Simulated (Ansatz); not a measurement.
Relaxed-ion elastic tensor of SrScO2F in space group P4/mmm (No. 123; Sr on 1d, Sc on 1a, O on 2f, F on 1b) in GPa (Voigt order), the program Ansatz at the PBEsol level (PAW); density 4.52 g/cm³, 13.49 Å³ per atom.

```
 268  85.2  46.0   0.0   0.0   0.0
85.2   268  46.0   0.0   0.0   0.0
46.0  46.0   279   0.0   0.0   0.0
 0.0   0.0   0.0  51.5   0.0   0.0
 0.0   0.0   0.0   0.0  51.5   0.0
 0.0   0.0   0.0   0.0   0.0  84.6
```

Q: Is the crystal mechanically stable?

A: Yes: the smallest eigenvalue of C is 51.5 GPa.

Q: Work out the Voigt, Reuss and Hill averages.

A: K_V = 130, K_R = 130, K_H = 130; G_V = 80.1, G_R = 71.6, G_H = 75.8 GPa.

Q: Give Young's modulus, Poisson's ratio, Pugh's ratio and the universal anisotropy index.

A: E = 9KG/(3K + G) = 190 GPa; ν = 0.26; K/G = 1.71 (near the Pugh limit of 1.75, no verdict); A_U = 5G_V/G_R + K_V/K_R − 6 = 0.60.

Q: Estimate the sound speeds and the Debye temperature.

A: v_l = √((K + 4G/3)/ρ) = 7150 m/s, v_t = √(G/ρ) = 4100 m/s, mean 4550 m/s; Θ = (h/k)(3n/4πV)^(1/3) v_m = 569 K.

Q: Solve the Christoffel equation for the three sound speeds along x, y, z.

A: Eigenvalues of C_ijkl n_j n_l equal ρv². In km/s, slowest first: x 3.37, 4.33, 7.70; y 3.37, 4.33, 7.70; z 3.37, 3.37, 7.86.

Q: How much does each axis shrink under pressure?

A: Linear compressibilities β_i = Σ_j S_ij (j = 1 to 3): x 2.5, y 2.5, z 2.8 per TPa.

The start of the workflow was typed in or built on a structure type; neither database checked (COD, Materials Project) lists it. Whether it is the stable phase at ambient conditions was not checked. Symmetry was held in the PBEsol relaxation. At this level the phase is dynamically unstable (imaginary phonons). No spin polarisation was allowed. The volume moved by -17 % from the start of the relaxation.

Potentials: the earlier of the program's two PAW sets. The files were generated under PBE; for other functionals the program regenerates the frozen cores, and for LDA and PBEsol the local potential too.
